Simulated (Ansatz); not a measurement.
KTaO3:
```
CELL_PARAMETERS angstrom
      3.98932     0.00000     0.00000
      0.00000     3.98932     0.00000
      0.00000     0.00000     3.98932
ATOMIC_POSITIONS crystal
  K  0.50000 0.50000 0.50000
  Ta 0.00000 0.00000 0.00000
  O  0.00000 0.50000 0.00000
  O  0.50000 0.00000 0.00000
  O  0.00000 0.00000 0.50000
```

Cartesian axes are those of the cell as given.

Question: Give the high-frequency dielectric tensor and the Born effective charge tensors of the independent atoms from DFPT, DFT-r²SCAN in the program Ansatz with PAW potentials.

Answer: 
ε∞:
```
4.89  0.00  0.00
0.00  4.89  0.00
0.00  0.00  4.89
```
Z* of atom 1 (K), rows: field, columns: displacement, in e:
```
1.13  0.00  0.00
0.00  1.13  0.00
0.00  0.00  1.13
```
Z* of atom 2 (Ta), rows: field, columns: displacement, in e:
```
8.54  0.00  0.00
0.00  8.54  0.00
0.00  0.00  8.54
```
Z* of atom 3 (O), rows: field, columns: displacement, in e:
```
-1.65   0.00   0.00
 0.00  -6.38   0.00
 0.00   0.00  -1.65
```

Static charges for comparison (Bader): K1 +0.84, Ta2 +3.04, O3 -1.29 e. Born charges measure polarisation by displacement and can exceed these by far.

Space group Pm-3m (cubic perovskite). Symmetry was held in the r²SCAN relaxation. The run is not spin-polarised. Spin–orbit coupling is left out wherever it is not named.

Potentials: the earlier of the program's two PAW sets.
